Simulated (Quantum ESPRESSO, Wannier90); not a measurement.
Wannier functions of ScF3 (R32)

Structure: Materials Project mp-10694, symmetrised, not relaxed again. COD (Crystallography Open Database) has the formula in 4 space groups, this one among them (matched by group alone). The atoms lie within 0.1 Å of the higher space group Pm-3m. Computed values, not measurements, from LDA: Quantum ESPRESSO (norm-conserving PseudoDojo potentials, cutoff 68 Ry, no spin polarisation, no spin-orbit coupling) on a Γ-centred 8×8×8 mesh, then Wannier90. Density: 8×8×8 mesh, cold smearing 0.01 Ry.

On the energy scale of pw.x, whose zero is arbitrary, the valence-band maximum lies at -0.76 eV.

Input w.win:

```
num_bands = 26
num_wann = 14
exclude_bands = 1-7
num_iter = 0
conv_tol = 1.0e-6
conv_window = 4
dis_num_iter = 1000
dis_conv_tol = 1.0e-6
dis_froz_max = 6.88
write_hr = true
write_u_matrices = true
begin projections
Sc: d
F: p
end projections
begin unit_cell_cart
ang
    2.8568399937    1.6493973394    2.3311470000
   -2.8568399937    1.6493973394    2.3311470000
    0.0000000000   -3.2987946788    2.3311470000
end unit_cell_cart
begin atoms_frac
Sc   0.0000000000  0.0000000000  0.0000000000
F    0.5000000000  0.0019300000 -0.0019300000
F   -0.0019300000  0.5000000000  0.0019300000
F    0.0019300000 -0.0019300000  0.5000000000
end atoms_frac
mp_grid = 8 8 8
begin kpoints
0.0000000000 0.0000000000 0.0000000000
0.0000000000 0.0000000000 0.1250000000
0.0000000000 0.0000000000 0.2500000000
... (509 more lines: the 8x8x8 mesh through Gamma)
end kpoints
```

Input of pw2wannier90.x that gives the overlap and projection files (equivalent; here they were cut from one run over all bands):

```
&inputpp
  outdir = './out'
  prefix = 'pwscf'
  seedname = 'w'
  write_amn = .true.
  write_mmn = .true.
/
```

Output w.wout (banner and timings cut):

```
                                    ------
                                    SYSTEM
                                    ------

                              Lattice Vectors (Ang)
                    a_1     2.856840   1.649397   2.331147
                    a_2    -2.856840   1.649397   2.331147
                    a_3     0.000000  -3.298795   2.331147

                   Unit Cell Volume:      65.90709  (Ang^3)

                        Reciprocal-Space Vectors (Ang^-1)
                    b_1     1.099674   0.634897   0.898440
                    b_2    -1.099674   0.634897   0.898440
                    b_3     0.000000  -1.269794   0.898440

 *----------------------------------------------------------------------------*
 |   Site       Fractional Coordinate          Cartesian Coordinate (Ang)     |
 +----------------------------------------------------------------------------+
 | sc   1   0.00000   0.00000   0.00000   |    0.00000   0.00000   0.00000    |
 | f    1   0.50000   0.00193  -0.00193   |    1.42291   0.83425   1.16557    |
 | f    2  -0.00193   0.50000   0.00193   |   -1.43393   0.81515   1.16557    |
 | f    3   0.00193  -0.00193   0.50000   |    0.01103  -1.64940   1.16557    |
 *----------------------------------------------------------------------------*
                                ------------
                                K-POINT GRID
                                ------------

             Grid size =  8 x  8 x  8      Total points =  512

 *---------------------------------- MAIN ------------------------------------*
 |  Number of Wannier Functions               :                14             |
 |  Number of Objective Wannier Functions     :                14             |
 |  Number of input Bloch states              :                26             |
 |  Output verbosity (1=low, 5=high)          :                 1             |
 |  Timing Level (1=low, 5=high)              :                 1             |
 |  Optimisation (0=memory, 3=speed)          :                 3             |
 |  Length Unit                               :               Ang             |
 |  Post-processing setup (write *.nnkp)      :                 F             |
 |  Using Gamma-only branch of algorithms     :                 F             |
 *----------------------------------------------------------------------------*
 *------------------------------- WANNIERISE ---------------------------------*
 |  Total number of iterations                :                 0             |
 |  Number of CG steps before reset           :                 5             |
 |  Trial step length for line search         :             2.000             |
 |  Convergence tolerence                     :         0.100E-05             |
 |  Convergence window                        :                 4             |
 |  Iterations between writing output         :                 1             |
 |  Iterations between backing up to disk     :               100             |
 |  Write r^2_nm to file                      :                 F             |
 |  Write xyz WF centres to file              :                 F             |
 |  Write on-site energies <0n|H|0n> to file  :                 F             |
 |  Use guiding centre to control phases      :                 F             |
 |  Use phases for initial projections        :                 F             |
 *----------------------------------------------------------------------------*
 *------------------------------- DISENTANGLE --------------------------------*
 |  Using band disentanglement                :                 T             |
 |  Total number of iterations                :              1000             |
 |  Mixing ratio                              :             0.500             |
 |  Convergence tolerence                     :         1.000E-06             |
 |  Convergence window                        :                 3             |
 *----------------------------------------------------------------------------*
 *-------------------------------- PLOTTING ----------------------------------*
 |  Plotting Hamiltonian in WF basis          :                 T             |
 *----------------------------------------------------------------------------*

       ... (k-mesh section left out)

 Starting a new Wannier90 calculation ...

 Reading overlaps from w.mmn

 Reading projections from w.amn

 *------------------------------- DISENTANGLE --------------------------------*
 +----------------------------------------------------------------------------+
 |                              Energy  Windows                               |
 |                              ---------------                               |
 |                   Outer:   -3.90312  to   26.28313  (eV)                   |
 |                   Inner:   -3.90312  to    6.88000  (eV)                   |
 +----------------------------------------------------------------------------+
   Number of target bands to extract:   14

                   Unitarised projection of Wannier functions
                   ------------------------------------------
   A_mn = <psi_m|g_n> --> S = A.A^+ --> U = S^-1/2.A
   In dis_project... done
   Using an inner window (linner = T)
   In dis_proj_froz... done

                   Extraction of optimally-connected subspace
                   ------------------------------------------
 +---------------------------------------------------------------------+<-- DIS
 |  Iter     Omega_I(i-1)      Omega_I(i)      Delta (frac.)           |<-- DIS
 +---------------------------------------------------------------------+<-- DIS
       1       9.50130607       9.42533851       8.060E-03    <-- DIS
       2       9.44737801       9.40320306       4.698E-03    <-- DIS
       3       9.42264438       9.38552711       3.955E-03    <-- DIS
       4       9.40232876       9.37035963       3.412E-03    <-- DIS
       5       9.38504701       9.35685578       3.013E-03    <-- DIS
       6       9.36991704       9.34459200       2.710E-03    <-- DIS
       ... (lines left out)
     101       9.17184729       9.17172886       1.291E-05    <-- DIS
       ... (lines left out)
     165       9.17122203       9.17121295       9.901E-07    <-- DIS
     166       9.17122095       9.17121219       9.554E-07    <-- DIS
     167       9.17121992       9.17121146       9.221E-07    <-- DIS

             <<<      Delta < 1.000E-06  over  3 iterations     >>>
             <<< Disentanglement convergence criteria satisfied >>>

        Final Omega_I     9.17121146 (Ang^2)

 +----------------------------------------------------------------------------+

 Writing checkpoint file w.chk... done

 *------------------------------- WANNIERISE ---------------------------------*
 +--------------------------------------------------------------------+<-- CONV
 | Iter  Delta Spread     RMS Gradient      Spread (Ang^2)            |<-- CONV
 +--------------------------------------------------------------------+<-- CONV

 ------------------------------------------------------------------------------
 Initial State
  WF centre and spread    1  (  0.000000,  0.000000,  0.000000 )     0.91463155
  WF centre and spread    2  (  0.000265, -0.000003,  0.000001 )     0.82045421
  WF centre and spread    3  ( -0.000258,  0.000001,  0.000000 )     1.00335868
  WF centre and spread    4  (  0.001305,  0.000001, -0.000000 )     0.98283354
  WF centre and spread    5  ( -0.001323,  0.000008, -0.000000 )     0.86841788
  WF centre and spread    6  (  1.423032,  0.834030,  1.165575 )     0.53745348
  WF centre and spread    7  (  1.422882,  0.834096,  1.165637 )     0.54064178
  WF centre and spread    8  (  1.422965,  0.834341,  1.165510 )     0.53414059
  WF centre and spread    9  ( -1.433807,  0.815368,  1.165572 )     0.53746089
  WF centre and spread   10  ( -1.433960,  0.815301,  1.165510 )     0.54064906
  WF centre and spread   11  ( -1.433875,  0.815052,  1.165637 )     0.53413630
  WF centre and spread   12  (  0.010775, -1.649397,  1.165574 )     0.53745136
  WF centre and spread   13  (  0.011176, -1.649397,  1.165574 )     0.53088216
  WF centre and spread   14  (  0.010822, -1.649397,  1.165574 )     0.54388155
  Sum of centres and spreads ( -0.000003,  0.000004, 10.490162 )     9.42639303

      0     0.943E+01     0.0000000000        9.4263930334  <-- CONV
        O_D=      0.0000019 O_OD=      0.2551797 O_TOT=      9.4263930 <-- SPRD
 ------------------------------------------------------------------------------
 Final State
  WF centre and spread    1  (  0.000000,  0.000000,  0.000000 )     0.91463155
  WF centre and spread    2  (  0.000265, -0.000003,  0.000001 )     0.82045421
  WF centre and spread    3  ( -0.000258,  0.000001,  0.000000 )     1.00335868
  WF centre and spread    4  (  0.001305,  0.000001, -0.000000 )     0.98283354
  WF centre and spread    5  ( -0.001323,  0.000008, -0.000000 )     0.86841788
  WF centre and spread    6  (  1.423032,  0.834030,  1.165575 )     0.53745348
  WF centre and spread    7  (  1.422882,  0.834096,  1.165637 )     0.54064178
  WF centre and spread    8  (  1.422965,  0.834341,  1.165510 )     0.53414059
  WF centre and spread    9  ( -1.433807,  0.815368,  1.165572 )     0.53746089
  WF centre and spread   10  ( -1.433960,  0.815301,  1.165510 )     0.54064906
  WF centre and spread   11  ( -1.433875,  0.815052,  1.165637 )     0.53413630
  WF centre and spread   12  (  0.010775, -1.649397,  1.165574 )     0.53745136
  WF centre and spread   13  (  0.011176, -1.649397,  1.165574 )     0.53088216
  WF centre and spread   14  (  0.010822, -1.649397,  1.165574 )     0.54388155
  Sum of centres and spreads ( -0.000003,  0.000004, 10.490162 )     9.42639303

         Spreads (Ang^2)       Omega I      =     9.171211464
        ================       Omega D      =     0.000001913
                               Omega OD     =     0.255179656
    Final Spread (Ang^2)       Omega Total  =     9.426393033
```
